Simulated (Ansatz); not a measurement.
Values for one crystal, relaxed and computed with PBEsol (plane waves, PAW; program Ansatz); other levels are named.

```yaml
volume_per_atom: 12.22 Å³
electronic_character: no gap, with almost no states at the Fermi level (zero-gap or semimetallic)
Formation energy from the elements (no fitted shifts): -1.07 eV/atom
highest_zone_centre_frequency: 557 cm⁻¹
zone_centre_stability: no imaginary mode at Γ
Pressure derivative B′: 4.0
Gap with spin–orbit coupling: none (metallic)
```

Pick the material that matches.
A. ZnPbO3, R3c (Zn on 6a, Pb on 6a, O on 18b)
B. ZnCdO2, P3m1 (Zn on 1a, Cd on 1c, O on 1c, O on 1a)
C. Sn2PbSe3, P-3m1 (Sn on 2d, Pb on 1a, Se on 2d, Se on 1b)
D. ZnSe, P-6m2 (Zn on 1a, Se on 1f)

A, ZnPbO3, R3c (Zn on 6a, Pb on 6a, O on 18b)

The workflow started from a Materials Project entry (that database holds measured and hypothetical structures alike); the Crystallography Open Database copy checked does not list it. With Zn and Pb taken as one species the cell has the higher symmetry R-3c, so it may be an ordered model of a mixed-site phase. Whether it is the stable phase at ambient conditions was not checked. The cell was relaxed with PBEsol under the symmetry of its start. A small band overlap can be real or an error of a semilocal functional. As this level gives no gap, phonon frequencies hold no LO–TO term and depend on the k-mesh and smearing (Fermi–Dirac, 0.1 eV here). The references are the lowest solids computed at this level, not always the standard phases (solids in place of the gases). Spin–orbit coupling is left out wherever it is not named.

Potentials: the later of the program's two PAW sets.
